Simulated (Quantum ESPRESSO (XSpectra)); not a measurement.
Quantum ESPRESSO (XSpectra) run for X-ray absorption at the Si K edge of Si3N4 (P6₃/m). Geometry: Materials Project entry mp-988 (a computed structure). The cell is the entry's, not relaxed again. The ground-state test found a gap, so occupations are fixed and the excited electron is left out (charged cell on a uniform background); energies count from the highest occupied level. pw.x input:

```
&CONTROL
  calculation = 'scf'
  prefix = 'x'
  pseudo_dir = './pseudo'
  outdir = './out'
/
&SYSTEM
  ibrav = 0
  nat = 42
  ntyp = 3
  ecutwfc = 65
  tot_charge = 1
  occupations = 'fixed'
/
&ELECTRONS
  conv_thr = 4.2e-07
  mixing_beta = 0.4
/
ATOMIC_SPECIES
Sih 28.085 Si.lda-tm-gipaw-star1s.UPF
Si 28.085 Si.lda-tm-gipaw.UPF
N 14.007 N.lda-tm-gipaw.UPF
CELL_PARAMETERS angstrom
  -3.802270038   -6.585724890    0.000000000
  -7.604540076    0.000000000    0.000000000
   0.000000000    0.000000000   -8.715600000
ATOMIC_POSITIONS crystal
Sih    0.175050000    0.593870000    0.416666667
Si     0.175050000    0.593870000    0.083333333
Si     0.175050000    0.593870000    0.750000000
Si     0.824950000    0.406130000    0.583333333
Si     0.824950000    0.406130000    0.250000000
Si     0.824950000    0.406130000    0.916666667
Si     0.768920000    0.824950000    0.583333333
Si     0.768920000    0.824950000    0.250000000
Si     0.768920000    0.824950000    0.916666667
Si     0.231080000    0.175050000    0.416666667
Si     0.231080000    0.175050000    0.083333333
Si     0.231080000    0.175050000    0.750000000
Si     0.593870000    0.231080000    0.416666667
Si     0.593870000    0.231080000    0.083333333
Si     0.593870000    0.231080000    0.750000000
Si     0.406130000    0.768920000    0.583333333
Si     0.406130000    0.768920000    0.250000000
Si     0.406130000    0.768920000    0.916666667
N      0.333333330    0.333333340    0.416666667
N      0.333333330    0.333333340    0.083333333
N      0.333333330    0.333333340    0.750000000
N      0.666666670    0.666666660    0.583333333
N      0.666666670    0.666666660    0.250000000
N      0.666666670    0.666666660    0.916666667
N      0.330150000    0.700660000    0.416666667
N      0.330150000    0.700660000    0.083333333
N      0.330150000    0.700660000    0.750000000
N      0.669850000    0.299340000    0.583333333
N      0.669850000    0.299340000    0.250000000
N      0.669850000    0.299340000    0.916666667
N      0.030810000    0.669850000    0.583333333
N      0.030810000    0.669850000    0.250000000
N      0.030810000    0.669850000    0.916666667
N      0.969190000    0.330150000    0.416666667
N      0.969190000    0.330150000    0.083333333
N      0.969190000    0.330150000    0.750000000
N      0.700660000    0.969190000    0.416666667
N      0.700660000    0.969190000    0.083333333
N      0.700660000    0.969190000    0.750000000
N      0.299340000    0.030810000    0.583333333
N      0.299340000    0.030810000    0.250000000
N      0.299340000    0.030810000    0.916666667
K_POINTS automatic
2 2 2 0 0 0
```

xspectra.x input:

```
&input_xspectra
  calculation = 'xanes_dipole'
  edge = 'K'
  prefix = 'x'
  outdir = './out'
  xonly_plot = .false.
  xiabs = 1
  xcoordcrys = .false.
  xepsilon(1) = 1.0
  xepsilon(2) = 0.0
  xepsilon(3) = 0.0
  xniter = 1500
  xcheck_conv = 50
  xerror = 0.002
  x_save_file = 'x0.sav'
/
&plot
  xnepoint = 451
  xemin = -5.0
  xemax = 40.0
  xgamma = 0.7
  terminator = .true.
  cut_occ_states = .true.
/
&pseudos
  filecore = 'core.wfc'
/
&cut_occ
  cut_desmooth = 0.1
  cut_stepl = 0.01
  cut_ierror = 1e-6
/
3 3 3 1 1 1
```

End of the pw.x output:

```

   -10.3957  -9.3389  -9.1492  -9.0331  -8.6063  -8.4231  -8.3349  -7.8481
    -7.7681  -7.5749  -7.2189  -7.1240  -7.0540  -6.8577  -6.7460  -6.7291
    -6.6236  -6.5791  -6.4275  -6.1792  -6.1368  -6.0600  -6.0329  -5.9390
    -2.6830  -1.4346  -1.3293  -1.1340  -0.8561  -0.7488  -0.6990  -0.5158
    -0.4536  -0.2984  -0.1129   0.3561   0.7592   0.7894   1.3122   1.3660
     1.4509   1.5716   1.6700   1.9521   2.0958   2.1116   2.2278   2.3444
     2.3769   2.5172   2.5485   2.6512   2.7198   2.8282   2.9439   3.0674
     3.1341   3.2833   3.3332   3.3993   3.4786   3.4832   3.5635   3.6274
     3.8081   3.8432   4.0732   4.1305   4.4273   4.5004   4.6002   4.8122
     4.8486   4.9765   5.0373   5.1642   5.2561   5.4355   5.7394   5.9700
     6.0818   6.1009   6.1910   6.3251   6.5415   6.6374   6.6397   6.7478
     6.8182   6.9275   7.0047   7.0665   7.2281   7.2299   7.5652   7.6127

     highest occupied level (ev):     8.1252

!    total energy              =    -722.99192863 Ry
     estimated scf accuracy    <       0.00000019 Ry

     The total energy is the sum of the following terms:
     one-electron contribution =     -79.73720636 Ry
     hartree contribution      =     157.86418793 Ry
     xc contribution           =    -265.85279446 Ry
     ewald contribution        =    -535.26611574 Ry

     convergence has been achieved in   9 iterations

     XML data file, charge density, pseudopotentials, collected wavefunctions
```

xspectra.x output, shortened:

```
... Begin STEP 1 ...

        Radial transition matrix element(s) used in the calculation of the
        initial vector of the Lanczos basis (|tilde{phi}_abs> normalized)
        | For PAW proj. (l=1) #1: radial matrix element =   0.024474362
        | For PAW proj. (l=1) #2: radial matrix element =   0.030304530

NB: the     7 k-point are not all listed below because npool=  4
        |-------------------------------------------------------------
        ! k-point #     1:  (-0.1667, -0.0962, -0.1454),  0.0741,   1
        |-------------------------------------------------------------
 okvan= F
        |   Norm of the initial Lanczos vector: 0.19164841E-01
        !   => CONVERGED at iter    550 with error=  0.00114406
        |-------------------------------------------------------------
        ! k-point #     2:  (-0.1667, -0.0962, -0.4363),  0.0741,   1
        |-------------------------------------------------------------
 okvan= F
        |   Norm of the initial Lanczos vector: 0.19164837E-01
        !   => CONVERGED at iter    500 with error=  0.00145025
        |-------------------------------------------------------------
        ! k-point #     3:  (-0.1667, -0.0962, -0.7271),  0.0741,   1
        |-------------------------------------------------------------
 okvan= F
        |   Norm of the initial Lanczos vector: 0.19164841E-01
        !   => CONVERGED at iter    550 with error=  0.00112650
        |-------------------------------------------------------------

        ...
... Begin STEP 2 ...

     The spectrum is calculated using the following parameters:
        energy-zero of the spectrum [eV]:    8.1252
        the occupied states are elimintate from the spectrum
        xemin [eV]:  -5.00
        xemax [eV]:  40.00
        xnepoint:  451
        constant broadening parameter [eV]:    0.700
        Core level energy [eV]:  -1839.
         (from electron binding energy of neutral atoms in X-ray data booklet)

     Cross-section successfully written in xanes.dat

     ... End STEP 2 ...

     xanes        :     44.86s CPU     45.25s WALL (       1 calls)

     -------------------------------------------------------------------------
                                END JOB XSpectra
     -------------------------------------------------------------------------
```

xanes.dat for the field along x, every fifth line (energy in eV, cross section):

```
   -5.000   2.3040e-04
   -4.500   2.5120e-04
   -4.000   2.7530e-04
   -3.500   3.0340e-04
   -3.000   3.3660e-04
   -2.500   3.7620e-04
   -2.000   4.2410e-04
   -1.500   4.8290e-04
   -1.000   5.5640e-04
   -0.500   6.5010e-04
    0.000   7.7250e-04
    0.500   9.3850e-04
    1.000   1.1710e-03
    1.500   1.5120e-03
    2.000   2.0470e-03
    2.500   2.9580e-03
    3.000   4.6820e-03
    3.500   8.2030e-03
    4.000   1.4330e-02
    4.500   2.0960e-02
    5.000   2.0230e-02
    5.500   1.5850e-02
    6.000   1.1850e-02
    6.500   8.8860e-03
    7.000   7.5180e-03
    7.500   6.8740e-03
    8.000   6.4400e-03
    8.500   6.1750e-03
    9.000   6.0480e-03
    9.500   5.6060e-03
   10.000   5.2270e-03
   10.500   4.9250e-03
   11.000   4.8020e-03
   11.500   4.7430e-03
   12.000   4.9560e-03
   12.500   5.4760e-03
   13.000   6.4310e-03
   13.500   7.7010e-03
   14.000   8.5380e-03
   14.500   9.0970e-03
   15.000   9.9780e-03
   15.500   9.8380e-03
   16.000   8.3750e-03
   16.500   6.9650e-03
   17.000   6.3550e-03
   17.500   6.1840e-03
   18.000   5.9060e-03
   18.500   5.6110e-03
   19.000   5.6760e-03
   19.500   5.6680e-03
   20.000   5.4480e-03
   20.500   5.4880e-03
   21.000   5.6280e-03
   21.500   6.0260e-03
   22.000   6.4690e-03
   22.500   6.6160e-03
   23.000   6.6410e-03
   23.500   5.9920e-03
   24.000   5.1610e-03
   24.500   4.7700e-03
   25.000   4.6790e-03
   25.500   4.4500e-03
   26.000   4.2910e-03
   26.500   4.1060e-03
   27.000   3.7640e-03
   27.500   3.5040e-03
   28.000   3.3030e-03
   28.500   3.0760e-03
   29.000   2.9060e-03
   29.500   2.8860e-03
   30.000   3.0500e-03
   30.500   3.2600e-03
   31.000   3.2510e-03
   31.500   3.0400e-03
   32.000   2.9120e-03
   32.500   3.0020e-03
   33.000   3.1620e-03
   33.500   3.2040e-03
   34.000   3.2800e-03
   34.500   3.2400e-03
   35.000   2.9650e-03
   35.500   2.7990e-03
   36.000   2.8250e-03
   36.500   2.8560e-03
   37.000   2.8550e-03
   37.500   2.7930e-03
   38.000   2.6680e-03
   38.500   2.6340e-03
   39.000   2.6560e-03
   39.500   2.7140e-03
   40.000   2.8420e-03
```
